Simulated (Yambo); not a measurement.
## Optical response of Si₂N₂O

```
CELL_PARAMETERS angstrom
      4.44485    -2.75205     0.00000
      4.44485     2.75205     0.00000
      0.00000     0.00000     4.85861
ATOMIC_POSITIONS crystal
  N  0.09564 0.34288 0.61502
  N  0.90436 0.65712 0.11502
  N  0.65712 0.90436 0.61502
  N  0.34288 0.09564 0.11502
  O  0.79128 0.20872 0.22129
  O  0.20872 0.79128 0.72129
  Si 0.02668 0.32758 0.27070
  Si 0.97332 0.67242 0.77070
  Si 0.67242 0.97332 0.27070
  Si 0.32758 0.02668 0.77070
```

Yambo, RPA with local fields on PBEsol bands shifted by a G0W0 scissor of 1.80 eV; 4×4×4 mesh, 93 bands, 3 Ry local-field block, 0.2 eV broadening; field along x.

| E (eV) | Im ε | Re ε | Im ε, independent particles |
|---|---|---|---|
| 0.0 | 0.00 | 2.78 | 0.00 |
| 0.5 | 0.00 | 2.79 | 0.00 |
| 1.0 | 0.00 | 2.79 | 0.00 |
| 1.5 | 0.01 | 2.81 | 0.01 |
| 2.0 | 0.01 | 2.83 | 0.01 |
| 2.5 | 0.01 | 2.85 | 0.01 |
| 3.0 | 0.02 | 2.89 | 0.02 |
| 3.5 | 0.02 | 2.93 | 0.02 |
| 4.0 | 0.02 | 2.98 | 0.03 |
| 4.5 | 0.03 | 3.05 | 0.03 |
| 5.0 | 0.04 | 3.12 | 0.04 |
| 5.5 | 0.04 | 3.22 | 0.05 |
| 6.0 | 0.06 | 3.35 | 0.06 |
| 6.5 | 0.08 | 3.51 | 0.08 |
| 7.0 | 0.11 | 3.73 | 0.12 |
| 7.5 | 0.20 | 4.07 | 0.21 |
| 8.0 | 0.48 | 4.50 | 0.49 |
| 8.5 | 1.18 | 4.75 | 1.17 |
| 9.0 | 1.94 | 4.56 | 1.87 |
| 9.5 | 2.77 | 4.54 | 2.80 |
| 10.0 | 3.31 | 4.06 | 3.47 |
| 10.5 | 3.08 | 3.34 | 3.39 |
| 11.0 | 3.68 | 2.55 | 4.16 |
| 11.5 | 2.79 | 2.33 | 3.19 |
| 12.0 | 2.84 | 2.21 | 3.33 |
| 12.5 | 3.06 | 2.08 | 3.67 |
| 13.0 | 2.87 | 1.80 | 3.44 |
| 13.5 | 2.93 | 1.79 | 3.74 |
| 14.0 | 3.31 | 1.78 | 4.43 |
| 14.5 | 3.24 | 1.32 | 4.56 |
| 15.0 | 2.82 | 0.72 | 3.82 |
| 15.5 | 2.53 | 0.84 | 3.42 |
| 16.0 | 2.78 | 0.97 | 3.72 |
| 16.5 | 2.84 | 0.70 | 3.67 |
| 17.0 | 2.81 | 0.19 | 3.25 |
| 17.5 | 2.38 | -0.15 | 2.59 |
| 18.0 | 2.16 | -0.15 | 2.24 |
| 18.5 | 1.72 | -0.25 | 1.76 |
| 19.0 | 1.55 | -0.05 | 1.55 |
| 19.5 | 1.37 | 0.02 | 1.51 |
| 20.0 | 1.51 | 0.02 | 1.65 |

Peak heights and small wiggles depend on the k mesh. Convergence of the RPA response with its 4×4×4 mesh was not tested. The scissor comes from a G0W0 run whose convergence isn't established. No excitonic effects at this level.

Geometry of the Materials Project entry, not relaxed at this level.
